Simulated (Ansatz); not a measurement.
## Property card for Ru

Ru:
```
Ru
1.0
    0.00000     2.69533     2.69533
    2.69533     0.00000     2.69533
    2.69533     2.69533     0.00000
Ru
2
Cartesian
  0.00000   0.00000   0.00000
  1.34766   1.34766   1.34766
```

Space group Fd-3m (No. 227), diamond; conventional cell a = 5.3907 Å, b = 5.3907 Å, c = 5.3907 Å, α = 90.00°, β = 90.00°, γ = 90.00°.

Method: PBEsol (plane waves, PAW; program Ansatz). Geometry: relaxed at this level of theory. Other levels are named where they apply.

**Cell and energy**

```json
{
 "volume_per_atom": "19.58 Å³",
 "density": "8.57 g/cm³"
}
```

**Electronic structure**

```json
{
 "electronic_character": "metallic (no gap)",
 "Density of states at the Fermi level": "0.91 states/eV per atom (mean over ±0.08 eV)",
 "Gap with spin–orbit coupling": "none (metallic)"
}
```

**Magnetism**

```json
{
 "magnetic_order": "non-magnetic (starting moments vanished)"
}
```

**Mechanics**

```json
{
  "Bulk modulus (Birch–Murnaghan fit)": "1820 kbar",
  "Pressure derivative B′": "4.7",
  "Elastic constants (relaxed ions, GPa)": "C11 = 191, C12 = 178, C44 = -6.9",
  "mechanical_stability": "unstable (C has a negative eigenvalue)"
}
```

**Phonons**

```json
{
 "highest_zone_centre_frequency": "268 cm⁻¹",
 "zone_centre_stability": "no imaginary mode at Γ"
}
```

The start of the workflow was typed in or built on a structure type; neither database checked (COD, Materials Project) lists it. It is not the phase usual at ambient conditions (space group No. 194). Symmetry was held in the PBEsol relaxation. The workflow began spin-polarised and lost its moments. As this level gives no gap, shear constants depend on the k-mesh and smearing (Fermi–Dirac, 0.1 eV here). As this level gives no gap, phonon frequencies hold no LO–TO term and depend on the k-mesh and smearing (Fermi–Dirac, 0.1 eV here). Scalar-relativistic: spin–orbit coupling is off unless named, which matters more the heavier the elements.

Potentials: the later of the program's two PAW sets.
